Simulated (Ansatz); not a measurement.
Property card for Ba$_{2}$N

Ba2N:
Space group R-3m, hexagonal axes (No. 166); a = b = 3.857 Å, c = 22.171 Å, α = β = 90.00°, γ = 120.00°

| atom | site | symmetry | x | y | z |
|---|---|---|---|---|---|
| Ba | 6c | 3m | 0.0000 | 0.0000 | 0.2670 |
| N | 3a | -3m | 0.0000 | 0.0000 | 0.0000 |
(The calculation used a cell of 3 atoms; values per cell refer to that cell.)

Space group R-3m (No. 166); conventional cell a = b = 3.857 Å, c = 22.171 Å, α = β = 90.00°, γ = 120.00°.

Method: LDA in the plane-wave PAW code Ansatz. Structure relaxed to zero pressure with the same functional. Other levels are named where they apply.

Cell and energy:

```json
{
 "volume_per_atom": "31.73 Å³",
 "density": "5.04 g/cm³",
 "Formation energy from the elements (no fitted shifts)": "-0.65 eV/atom"
}
```

Electronic structure:

```json
{
 "electronic_character": "metallic (no gap)",
 "Density of states at the Fermi level": "0.90 states/eV per atom (mean over ±0.08 eV)"
}
```

Mechanics:

```json
{
 "Bulk modulus (Birch–Murnaghan fit)": "19.4 GPa",
 "Pressure derivative B′": "3.9"
}
```

Phonons:

```json
{
  "highest_zone_centre_frequency": "331 cm⁻¹",
  "zone_centre_stability": "no imaginary mode at Γ"
}
```

The workflow started from a Materials Project entry (that database holds measured and hypothetical structures alike); the Crystallography Open Database files this formula in space group No. 166, but the cells were not matched. Its standing as an ambient phase is unchecked. The cell was relaxed with LDA under the symmetry of its start. With an odd number of electrons in the cell and no spin polarisation, the count alone makes it a metal. As this level gives no gap, phonon frequencies hold no LO–TO term and depend on the k-mesh and smearing (Fermi–Dirac, 0.1 eV here). The references are the lowest solids computed at this level, not always the standard phases (solids in place of the gases). Spin–orbit coupling is left out wherever it is not named.

Potentials: the later of the program's two PAW sets.
